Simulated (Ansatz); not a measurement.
# Notes on Sr₃Ga₂

```
Sr Ga
1.0
     2.68904    4.65755    0.00000
    -2.68904    4.65755    0.00000
    -2.68904    1.55251    5.70443
Sr Ga
3 2
Cartesian
  0.0000 3.1050 1.2265
  -2.6890 7.7626 4.4780
  0.0000 0.0000 0.0000
  0.0000 6.2101 2.3040
  -2.6890 4.6575 3.4004
```

The numbers come from plane-wave PAW DFT (Ansatz): PBE, no spin polarisation, 420 eV, 8×8×8 Γ-centred k points, fermi-dirac occupations (width 0.025 eV). Nothing was relaxed.

Task: What does the stress say?

Result: The pressure is 3.5 GPa (compression positive), so with the atoms held at these fractions the cell would first expand. The principal stresses 2.1, 4.2, 4.2 GPa differ, so its shape would change too.

Task: How is the charge shared?

Result: Bader charges in e: Sr +0.76 to +0.88, Ga -1.26. In the mean Sr gives up most and Ga takes most.

Task: What is the formation energy?

Result: 0.08 eV an atom against the elements' usual phases (free molecules for gases, crystals otherwise, with no correction for O₂ or N₂), so at this geometry it isn't bound against them. Relaxing would lower it.

Task: Is there a gap?

Result: It is a metal, with about 4.2 states/eV a cell as the mean within 0.25 eV of the Fermi level.

Origin: a known structure type with other elements, at an estimated volume, so it need not be a known compound.
